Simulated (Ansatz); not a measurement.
TiSi₂: a ladder of calculations

Cell of run 1: a COD entry, ions relaxed with PBE at fixed cell.

Space group Fddd:1 (No. 70); a = 4.7730, b = 8.2360, c = 8.5230 Å.

```csv
site,Wyckoff,site symmetry,x,y,z
Ti,8b,222,0.7500,0.7500,0.7500
Si,16f,.2.,0.2500,0.0869,0.2500
```

One atom of each set is listed; the run and its k-mesh use a cell of 6 atoms with edges of 5.93, 4.88, 4.76 Å.

All runs are DFT with Ansatz 0.2.0 (plane waves and PAW, scalar-relativistic unless spin–orbit coupling is named, Γ-centred meshes, Fermi–Dirac smearing where given) in this cell.

Run 1: PBE, atoms relaxed; 420 eV, 13×13×13 k-points, smearing 0.05 eV.
Run 2: r2SCAN, at the relaxed atoms; 500 eV, 13×13×13 k-points, smearing 0.05 eV.
Run 3: LDA, at the relaxed atoms; 420 eV, 13×13×13 k-points, smearing 0.05 eV.
Run 4: PBEsol, at the relaxed atoms; 420 eV, 13×13×13 k-points, smearing 0.05 eV.

```tsv
run	Ti V_zz (η)	Si V_zz (η)
1	1.43 (0.16)	-3.33 (0.15)
2	1.44 (0.13)	-3.33 (0.15)
3	1.41 (0.16)	-3.40 (0.16)
4	?	?
```

V_zz in 10²¹ V/m².

Q: Estimate the row of run 4.

A: Ti: 1.37 (0.14); Si: -3.30 (0.14). It lies nearest to run 1, from whose tensors on these sites it differs by 0.06 at most (largest principal value of the difference, on Ti).

In runs 1, 2, 3, 4 there is no gap above 0.1 eV, so the gradients can move by 10 % or more with the k-mesh.
